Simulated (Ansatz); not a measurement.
Given:

Nb2Pd:
```
CELL_PARAMETERS angstrom
      0.00000     2.13752     6.52627
      1.80392     0.00000     6.52627
      1.80392     2.13752     0.00000
ATOMIC_POSITIONS crystal
  Nb 0.33756 0.33756 0.66244
  Nb 0.66244 0.66244 0.33756
  Pd 0.00000 0.00000 0.00000
```

This is the r²SCAN-relaxed structure.

### Question
All from r²SCAN (plane waves, PAW; program Ansatz), unless another level is named. Estimate the formation energy from the elements (no fitted shifts).

### Answer
-0.25 eV/atom.

### Question
What about the density of states at the Fermi level?

### Answer
0.66 states/eV per atom (mean over ±0.08 eV).

Space group Fmmm. The first step of the workflow began from a Materials Project structure, measured or hypothetical; the Crystallography Open Database copy checked does not list it. With Nb and Pd taken as one species the cell has the higher symmetry I4/mmm, so it may be an ordered model of a mixed-site phase. Whether it is the stable phase at ambient conditions was not checked. The r²SCAN relaxation kept the symmetry of its start; whether a distortion lowers the energy is not shown. No spin polarisation was allowed. The references are the lowest solids computed at this level, not always the standard phases. Spin–orbit coupling is left out wherever it is not named.

Potentials: the later of the program's two PAW sets.
